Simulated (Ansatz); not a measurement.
Sb: pressure against volume, fitted

```
CELL_PARAMETERS angstrom
3.36900 0.00000 0.00000
-1.68450 2.91764 0.00000
0.00000 0.00000 5.33000
ATOMIC_POSITIONS crystal
Sb 0.33333 0.66667 0.25000
Sb 0.66667 0.33333 0.75000
```

Atoms are numbered in the order listed.

The conventional cell has a = 3.369 Å, b = 3.369 Å, c = 5.330 Å, α = 90.00°, β = 90.00°, γ = 120.00°. Sb (atom 1) is surrounded by 12 Sb at 3.30 to 3.37 Å.

The cell is COD entry 1539203, as deposited and not checked against the literature; nothing was relaxed.

No spin–orbit coupling, which matters for the heavy atoms here.

All numbers below come from Ansatz 0.2.0, DFT, PBEsol, all-electron LAPW, scalar-relativistic.

Numerical set-up: a Γ-centred 12×12×7 k mesh, Fermi–Dirac smearing of 0.05 eV, basis error target 0.5 meV/atom, no spin polarisation.

The cell is scaled evenly. Fractional coordinates are held (clamped ions).

```json
{"V (Å³/atom)": "25.148", "P (GPa)": "2.88"}
{"V (Å³/atom)": "25.672", "P (GPa)": "1.29"}
{"V (Å³/atom)": "25.934", "P (GPa)": "0.56"}
{"V (Å³/atom)": "26.196", "P (GPa)": "-0.14"}
{"V (Å³/atom)": "26.458", "P (GPa)": "-0.81"}
{"V (Å³/atom)": "26.720", "P (GPa)": "-1.44"}
{"V (Å³/atom)": "27.244", "P (GPa)": "-2.61"}
{"V (Å³/atom)": "27.767", "P (GPa)": "-3.66"}
```

**Question.** Fit a third-order Birch–Murnaghan curve to the pressures.

**Answer.** P = (3B0/2)(y^(7/2) − y^(5/2))[1 + (3/4)(B0′ − 4)(y − 1)] with y = (V0/V)^(2/3) fits within 0.01 GPa for V0 = 26.141 Å³/atom, B0 = 68.7 GPa and B0′ = 4.12.

**Question.** Predict the pressure at the withheld volume, 24.624 Å³/atom.

**Answer.** There y = 1.0407, so the fit gives 4.65 GPa; the run gave 4.63 GPa.
